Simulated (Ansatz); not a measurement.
What DFT gives for BaTiO3

```
CELL_PARAMETERS angstrom
4.02441 0.00000 0.00000
0.00000 8.04881 0.00000
0.00000 0.00000 4.02441
ATOMIC_POSITIONS crystal
Ba 0.50000 0.25000 0.50000
Ba 0.50000 0.75000 0.50000
Ti 0.00000 0.00000 0.00000
Ti 0.00000 0.50000 0.00000
O 0.50000 0.00000 0.00000
O 0.50000 0.50000 0.00000
O 0.00000 0.25000 0.00000
O 0.00000 0.75000 0.00000
O 0.00000 0.00000 0.50000
O 0.00000 0.50000 0.50000
```

Level: r2SCAN, with U_eff = 6.5 eV on Ti d (all-electron-ortho-atomic projectors), collinear spin; 500 eV; 5×3×5 (shifted by 0.5, 0.5, 0.5 steps) mesh; gaussian occupations (width 0.0257 eV); Ansatz 0.2.0, fixed geometry.

The state carries no moments; the state need not be the lowest.

Electronic structure: The gap is 3.03 eV, indirect or between spins (the least direct gap found is 3.18 eV).
Forces: The forces vanish by the symmetry of the sites.
Stress: The pressure is -1.6 GPa (compression positive), so with the atoms held at these fractions the cell would first shrink.
Charges: Bader charges in e: Ba +1.57, Ti +2.53, O -1.37. In the mean Ti gives up most and O takes most.

Origin: a database entry at a rescaled volume. Caveats: the input typed no starting moments; the mesh misses a band edge that the path finds.
